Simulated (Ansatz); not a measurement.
YOF:
```
YOF
1.0
    1.86885     1.07898     6.19105
   -1.86885     1.07898     6.19105
    0.00000    -2.15796     6.19105
Y O F
2 2 2
Direct
  0.74180   0.74180   0.74180
  0.25820   0.25820   0.25820
  0.62119   0.62119   0.62119
  0.37881   0.37881   0.37881
  0.13043   0.13043   0.13043
  0.86957   0.86957   0.86957
```

Relaxed with LDA. Special points in fractions of this cell's reciprocal vectors: Γ (0.000, 0.000, 0.000); T (0.500, 0.500, 0.500); H2 (0.813, 0.187, 0.500); H0 (0.500, -0.187, 0.187); L (0.500, 0.000, 0.000); S0 (0.343, -0.343, 0.000); S2 (0.657, 0.000, 0.343); F (0.500, 0.000, 0.500).

### Question
List the band energies nearest the valence-band maximum at these points for LDA in the plane-wave PAW code Ansatz.

### Answer
In eV from the valence-band maximum; about four levels below and three above (degenerate sets whole), none deeper than 8.9 eV; points with the same levels are listed once.

```csv
k,below,above
Γ,-1.58 -1.58 -1.04 -1.04 -0.18,5.62 6.25 6.25
T,-1.47 -1.47 -1.24 -1.24 -0.59,6.26 6.26 6.31
H2,-1.40 -0.77 -0.70 -0.01,4.97 6.66 6.96
L,-1.38 -0.78 -0.37 -0.37,5.70 6.30 6.82
S0,-1.41 -0.75 -0.70 0.00,4.96 6.77 6.83
F,-1.49 -0.57 -0.49 -0.36,5.46 6.67 6.87
```

Space group R-3m. The workflow started from a Materials Project entry (that database holds measured and hypothetical structures alike); the Crystallography Open Database files this formula in space group No. 166, but the cells were not matched. Whether it is the stable phase at ambient conditions was not checked. Symmetry was held in the LDA relaxation; whether a distortion lowers the energy is not shown. No spin polarisation was allowed. Spin–orbit coupling is left out wherever it is not named.

Potentials: the earlier of the program's two PAW sets. The files were generated under PBE; for other functionals the program regenerates the frozen cores, and for LDA and PBEsol the local potential too.
